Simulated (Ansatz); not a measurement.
Si:
```yaml
crystal:
  lattice:
    - [0.00000, 2.71084, 2.71084]
    - [2.71084, 0.00000, 2.71084]
    - [2.71084, 2.71084, 0.00000]
  atoms:
    - { symbol: Si, position: [0.50000, 0.50000, 0.50000] }
    - { symbol: Si, position: [0.75000, 0.75000, 0.75000] }
```

Relaxed with PBE+D3(BJ). Special points in fractions of this cell's reciprocal vectors: Γ (0.000, 0.000, 0.000); X (0.500, 0.000, 0.500); U (0.625, 0.250, 0.625); K (0.375, 0.375, 0.750); L (0.500, 0.500, 0.500); W (0.500, 0.250, 0.750).

Task: List the band energies nearest the valence-band maximum at these points for PBE+D3(BJ) (plane waves, PAW; program Ansatz).

Result: In eV from the valence-band maximum; about four levels below and three above (degenerate sets whole), none deeper than 8.9 eV; points with the same levels are listed once.

```
k                    below                  above
-  -----------------------  ---------------------
Γ           0.00 0.00 0.00         2.56 2.56 2.56
X  -7.83 -7.83 -2.86 -2.86  0.70 0.70 10.15 10.15
U  -8.25 -7.24 -4.32 -2.44         1.20 4.13 7.49
L        -6.99 -1.20 -1.20         1.55 3.34 3.34
W  -7.67 -7.67 -3.87 -3.87    4.27 4.27 5.02 5.02
```

Space group Fd-3m (diamond). The cell was relaxed with PBE+D3(BJ) under the symmetry of its start.

Potentials: the later of the program's two PAW sets.
